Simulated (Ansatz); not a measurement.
SnGe, first-principles data

SnGe:
Space group Pmma (No. 51); a = 4.3685 Å, b = 4.4048 Å, c = 6.2618 Å, α = 90.00°, β = 90.00°, γ = 90.00°

```json
[
 {"atom": "Ge", "site": "2e", "symmetry": "mm2", "x": "0.2500", "y": "0.0000", "z": "0.1097"},
 {"atom": "Sn", "site": "2f", "symmetry": "mm2", "x": "0.2500", "y": "0.5000", "z": "0.3569"}
]
```

Space group Pmma (No. 51); conventional cell a = 4.3685 Å, b = 4.4048 Å, c = 6.2618 Å, α = 90.00°, β = 90.00°, γ = 90.00°.

Method: the program Ansatz at the PBE level (PAW). The cell and atoms are relaxed at this level. Other levels are named where they apply.

### Cell and energy

| Quantity | Value |
|---|---|
| Volume per atom | 30.12 Å³ |
| Density | 5.27 g/cm³ |
| Formation energy from the elements (no fitted shifts) | 60 meV/atom |

### Electronic structure

| Item | Value |
|---|---|
| Electronic character | metallic (no gap) |
| Density of states at the Fermi level | 0.08 states/eV per atom (mean over ±0.08 eV) |

### Mechanics

| Quantity | Value |
|---|---|
| Bulk modulus (Birch–Murnaghan fit) | 44.3 GPa |
| Pressure derivative B′ | 4.7 |

The start of the workflow was typed in or built on a structure type; neither database checked (COD, Materials Project) lists it. Whether it is the stable phase at ambient conditions was not checked. The PBE relaxation kept the symmetry of its start; its stability against distortions is not shown here. The references are the lowest solids computed at this level, not always the standard phases. Spin–orbit coupling is left out wherever it is not named.

Potentials: the later of the program's two PAW sets.
